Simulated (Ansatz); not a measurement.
La2InGe2:
```xyz
10
Lattice="7.7104 0.0000 0.0000 0.0000 7.7104 0.0000 0.0000 0.0000 4.4541" Properties=species:S:1:pos:R:3 pbc="T T T"
La     2.4608     6.3160     2.2271
La     5.2496     1.3944     2.2271
La     1.3944     2.4608     2.2271
La     6.3160     5.2496     2.2271
In     0.0000     0.0000     0.0000
In     3.8552     3.8552     0.0000
Ge     2.9643     0.8909     0.0000
Ge     4.7461     6.8195     0.0000
Ge     6.8195     2.9643     0.0000
Ge     0.8909     4.7461     0.0000
```

Relaxed with r²SCAN. Special points in fractions of this cell's reciprocal vectors: Γ (0.000, 0.000, 0.000); X (0.000, 0.500, 0.000); M (0.500, 0.500, 0.000); Z (0.000, 0.000, 0.500); R (0.000, 0.500, 0.500); A (0.500, 0.500, 0.500).

List the band energies nearest the Fermi level at these points for r²SCAN in the plane-wave PAW code Ansatz.

In eV from the Fermi level; about four levels below and three above (degenerate sets whole), none deeper than 8.9 eV; points with the same levels are listed once.

```json
[
 {"k": "Γ", "below": "-0.51 -0.29 -0.23 -0.23", "above": "1.08 1.09 1.23 1.23"},
 {"k": "X", "below": "-0.78 -0.78 -0.39 -0.39", "above": "0.95 0.95 1.27 1.27"},
 {"k": "M", "below": "-1.10 -1.10 -0.19 -0.19", "above": "1.19 1.19 1.29 1.29"},
 {"k": "Z", "below": "-1.76 -1.76 -1.33 -0.87 -0.53", "above": "0.07 0.82 0.82"},
 {"k": "R", "below": "-1.74 -1.74 -1.17 -1.17", "above": "0.03 0.03 1.36 1.36 1.36 1.36"},
 {"k": "A", "below": "-1.66 -1.66 -0.28 -0.28", "above": "1.49 1.49 1.68 1.68"}
]
```

Space group P4/mbm. The first step of the workflow began from a Materials Project structure, measured or hypothetical; the Crystallography Open Database copy checked does not list it. Whether it is the stable phase at ambient conditions was not checked. The cell was relaxed with r²SCAN under the symmetry of its start; whether a distortion lowers the energy is not shown. Scalar-relativistic: spin–orbit coupling is off unless named, which matters more the heavier the elements.

Potentials: the later of the program's two PAW sets.
